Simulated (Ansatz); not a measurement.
B$_{2}$CO (chalcopyrite, I-42d), the program Ansatz at the PBE level (PAW), all energies at zero smearing, with the estimated change up to a 700 eV cutoff added, with one set of potentials and settings (totals compare only within such a set). Cell of 8 atoms (2 C, 2 O, 4 B): -2262.280 eV.

```json
[
 {"element": "C", "reference phase": "P6_3/mmc, 4 atoms in the cell", "E (eV/atom)": "-250.9463"},
 {"element": "O", "reference phase": "C2/m, 4 atoms in the cell, spin-polarised", "E (eV/atom)": "-565.0042"},
 {"element": "B", "reference phase": "R-3m, 12 atoms in the cell", "E (eV/atom)": "-155.9170"}
]
```

Formation energy per atom, worked out: (-2262.280 − 2×(-250.9463) − 2×(-565.0042) − 4×(-155.9170))/8 = -0.839 eV/atom (-81 kJ per mol of atoms), at 0 K, without zero-point energy or fitted corrections.

The start of the workflow was typed in or built on a structure type; neither database checked (COD, Materials Project) lists it. Its standing as an ambient phase is unchecked. The PBE relaxation kept the symmetry of its start; whether a distortion lowers the energy is not shown. The references are the lowest solids computed at this level, not always the standard phases (solids in place of the gases).

Potentials: the earlier of the program's two PAW sets.
